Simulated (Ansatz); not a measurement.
Here is the system:

AlN:
```
AlN
1.0
    2.61337     0.00000     0.00000
    0.00000     2.61337     0.00000
    0.00000     0.00000     2.61337
Al N
1 1
Direct
  0.00000   0.00000   0.00000
  0.50000   0.50000   0.50000
```

This is the PBE-relaxed structure.

### Question
All from PBE in the plane-wave PAW code Ansatz, unless another level is named. Predict the electronic character.

### Answer
metallic (no gap).

### Question
Next, the formation energy from the elements (no fitted shifts)?

### Answer
0.36 eV/atom.

### Question
And the density of states at the Fermi level?

### Answer
0.26 states/eV per atom (mean over ±0.08 eV).

Space group Pm-3m (CsCl type). A made-up cell: these elements were put on the sites of a structure type; neither database checked (COD, Materials Project) lists it. It is not the phase usual at ambient conditions (space group No. 186, 216). The PBE relaxation kept the symmetry of its start; whether a distortion lowers the energy is not shown. The references are the lowest solids computed at this level, not always the standard phases (solids in place of the gases).

Potentials: the earlier of the program's two PAW sets.
